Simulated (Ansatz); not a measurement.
Here is the system:

B2Ir:
```cif
data_B2Ir
_chemical_formula_sum 'Ir1 B2'
_space_group_name_H-M_alt 'P 1'
_space_group_IT_number 1
_cell_length_a 3.92773
_cell_length_b 3.92773
_cell_length_c 3.92773
_cell_angle_alpha 138.016
_cell_angle_beta 138.016
_cell_angle_gamma 60.878
loop_
_space_group_symop_operation_xyz
  'x, y, z'
loop_
_atom_site_label
_atom_site_type_symbol
_atom_site_fract_x
_atom_site_fract_y
_atom_site_fract_z
_atom_site_occupancy
Ir1 Ir 0.00000 0.00000 0.00000 1
B1 B 0.32240 0.32240 0.00000 1
B2 B 0.67760 0.67760 0.00000 1
```

This is the r²SCAN-relaxed structure.

Task: All from the program Ansatz at the r²SCAN level (PAW), unless another level is named. Give the electronic character.

Result: metallic (no gap).

Task: Give the formation energy from the elements (no fitted shifts).

Result: 0.37 eV/atom.

Task: Give the gap with spin–orbit coupling.

Result: none (metallic).

Space group I4/mmm (MoSi2 or CaC2 type). The cell is a constructed one: a structure type filled with these elements; neither database checked (COD, Materials Project) lists it. Whether it is the stable phase at ambient conditions was not checked. The cell was relaxed with r²SCAN under the symmetry of its start; its stability against distortions is not shown here. The run is not spin-polarised. The references are the lowest solids computed at this level, not always the standard phases. Spin–orbit coupling is left out wherever it is not named.

Potentials: the earlier of the program's two PAW sets.
